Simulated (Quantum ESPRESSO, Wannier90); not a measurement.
**Wannierisation of TlBr (CsCl type)**

```
begin unit_cell_cart
ang
    3.9999100000    0.0000000000    0.0000000000
    0.0000000000    3.9999100000    0.0000000000
    0.0000000000    0.0000000000    3.9999100000
end unit_cell_cart
begin atoms_frac
Tl   0.0000000000  0.0000000000  0.0000000000
Br   0.5000000000  0.5000000000  0.5000000000
end atoms_frac
```

Materials Project entry mp-22875; symmetrised, unrelaxed at this level. COD (Crystallography Open Database) has an entry of this formula and space group (matched by these alone). Method: PBE plane waves in Quantum ESPRESSO 7.5 (PseudoDojo norm-conserving files, 49 Ry, no spin polarisation, no spin-orbit coupling), Bloch states on a 8×8×8 mesh through Γ, Wannier90 4.0.1. Density: 8×8×8 mesh, cold smearing 0.01 Ry. Spin-orbit coupling is left out although heavy elements are present.

Bands 7-10 form an isolated set from -5.44 to 0.00 eV relative to the valence-band maximum (on the path) and are turned into 4 Wannier functions by minimising the spread from the start: atomic waves Br 4p, Tl 6s.

Where do the functions sit, how wide are they and what are they made of?


| functions | spread (Å²) | nearest atom, distance (Å) | second atom, distance (Å) | weight on atomic waves |
|---|---|---|---|---|
| 1 | 2.29 | Tl 0.00 | Br 3.46 | Tl 6s 94 %, Tl 6p 4 % |
| 3 | 2.29 | Br 0.00 | Tl 3.46 | Br 4p 88 %, Tl 6p 10 % |

Ω_I = 9.05 Å², Ω_total = 9.15 Å²; the interpolated bands follow pw.x to 1.2 meV rms on the path. Only this start was tried; a symmetric start can stop on a saddle, and mixtures of these functions could lower the total by at most Ω_total − Ω_I.
